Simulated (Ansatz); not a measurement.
The calculation used Ansatz 0.2.0, DFT PBE, scalar-relativistic, plane waves, PAW. All cells share a 420 eV cutoff and Γ-centred k meshes spaced at most about 0.3 Å⁻¹ (about 0.25 or finer for metals, 2π included). Collinear spin in cells that started with moments and kept them past the coarse steps, no spin elsewhere.

Each of these unrelaxed guesses is relaxed in cell and atoms within its symmetry. A guess keeps its type if space group and coordination stay and the shape of the cell changes little (axis ratios within about 15 %, angles within 6°); the volume may change.

1. AlZn3

```
Al Zn
1.0
     4.82045    0.00000    0.00000
     0.00000    4.82045    0.00000
     0.00000    0.00000    4.82045
Al Zn
2 6
Direct
  0.00000 0.00000 0.00000
  0.50000 0.50000 0.50000
  0.25000 0.00000 0.50000
  0.50000 0.75000 0.00000
  0.75000 0.00000 0.50000
  0.50000 0.25000 0.00000
  0.00000 0.50000 0.75000
  0.00000 0.50000 0.25000
```

2. Cs2BH6

```
Cs B H
1.0
     4.02113    0.00000    0.00000
     0.00000    4.02113    0.00000
     0.00000    0.00000    8.04225
Cs B H
2 1 6
Direct
  0.50000 0.50000 0.25000
  0.50000 0.50000 0.75000
  0.00000 0.00000 0.00000
  0.50000 0.00000 0.00000
  0.50000 0.00000 0.50000
  0.00000 0.50000 0.00000
  0.00000 0.50000 0.50000
  0.00000 0.00000 0.25000
  0.00000 0.00000 0.75000
```

3. NbI7 (collinear spin from parallel moments)

```
Nb I
1.0
    -4.40782    4.40782    4.40782
     4.40782   -4.40782    4.40782
     4.40782    4.40782   -4.40782
Nb I
1 7
Direct
  0.00000 0.00000 0.00000
  0.00000 0.50000 0.50000
  0.50000 0.50000 0.00000
  0.50000 0.00000 0.50000
  0.00000 0.00000 0.50000
  0.00000 0.50000 0.00000
  0.50000 0.00000 0.00000
  0.50000 0.50000 0.50000
```

4. MnI4 (collinear spin from parallel moments)

```
Mn I
1.0
    -3.60162    3.60162    3.60162
     3.60162   -3.60162    3.60162
     3.60162    3.60162   -3.60162
Mn I
1 4
Direct
  0.00000 0.00000 0.00000
  0.50000 0.50000 0.50000
  0.50000 0.00000 0.00000
  0.00000 0.00000 0.50000
  0.00000 0.50000 0.00000
```

Question: Which keep their type?

Answer: Guesses 1, 3 and 4 keep their type.

```
guess  kept  start group  end group  V start (Å³/atom)  V end  b/a and c/a, end over start  nearest neighbours start  nearest neighbours end
    1   yes        Pm-3n      Pm-3n               14.0   16.0                   1.00, 1.00               Al 12, Zn 6             Al 12, Zn 6
    2    no       P4/mmm     P4/mmm               14.4   14.5                   1.00, 1.26      B 6, Cs 12, H 1/2/12     B 2, Cs 12, H 1/2/8
    3   yes        Im-3m      Im-3m               42.8   33.4                   1.00, 1.00                 I 8, Nb 8               I 8, Nb 8
    4   yes        Im-3m      Im-3m               37.4   37.6                   1.00, 1.00                 I 2, Mn 8               I 2, Mn 8
```

Neighbours count within 15 % of an atom's shortest distance; end groups are read at 0.02 Å (0.05 Å in metals).

These runs have no spin–orbit coupling, which can matter for I. A magnetic state wasn't ruled out in cells without spin, among them Cs2BH6 P4/mmm. No Hubbard U is applied to the 3d shell of Mn. The magnetic state reached may not be the lowest. Cells relaxed within their symmetry can be saddle points.

In counts of neighbours, a slash parts the counts of unlike sites.
